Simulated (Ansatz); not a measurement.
Phonons of Zn (P6_3/mmc)

```yaml
crystal:
  lattice:
    - [2.60969, 0.00000, 0.00000]
    - [-1.30484, 2.26006, 0.00000]
    - [0.00000, 0.00000, 4.79697]
  atoms:
    - { symbol: Zn, position: [0.33333, 0.66667, 0.25000] }
    - { symbol: Zn, position: [0.66667, 0.33333, 0.75000] }
```

Computed, not measured; unless marked otherwise by PBEsol, all-electron LAPW in Ansatz 0.2.0, scalar-relativistic. k mesh 16×16×8, Fermi-Dirac smearing of 0.050 eV, basis error target 1 meV/atom. The cell was relaxed by PAW under this functional, which moved its volume by -8 % from the database entry's.

Atoms are displaced by 0.01 Å in the smallest supercells that hold the wave vectors of a 2×2×2 mesh. Negative values stand for unstable modes.

Problem. What are the phonon energies at the solved wave vectors, in cm⁻¹?

Solution. 

| q | point | modes (cm⁻¹) |
| --- | --- | --- |
| 0.000 0.000 0.000 | Gamma | 77.3 (×2), 153.2 |
| 0.500 0.000 0.000 | M | 68.3, 89.2, 122.0, 128.2, 213.6, 223.9 |
| 0.000 0.000 0.500 | A | 61.8 (×4), 105.6 (×2) |
| 0.500 0.000 0.500 | L | 74.4 (×2), 121.8 (×2), 222.8 (×2) |

Problem. Is the structure dynamically stable at these wave vectors?

Solution. Yes, no mode is unstable there; wave vectors off this mesh aren't tested.

Problem. How do the optical zone-centre modes decompose, and which are active?

Solution. Point group 6/mmm: Γ_opt = E2g + B1g.

```json
{"label": "E2g", "cm⁻¹": "77.3", "activity": "Raman", "mostly": "Zn (100 %)"}
{"label": "B1g", "cm⁻¹": "153.2", "activity": "silent", "mostly": "Zn (100 %)"}
```

Problem. How well do frozen-core PAW files reproduce these all-electron values?

Solution. With a cutoff of 420 eV and displacements of 0.0025 Å, the r.m.s. difference over the modes is 0.3 cm⁻¹; the largest difference is 224.3 (PAW) against 223.9 cm⁻¹ (LAPW).

Keep in mind: responses of metals move with mesh and smearing; the frozen-core PAW files of the compared runs were fitted under PBE, their cores solved anew for this functional.
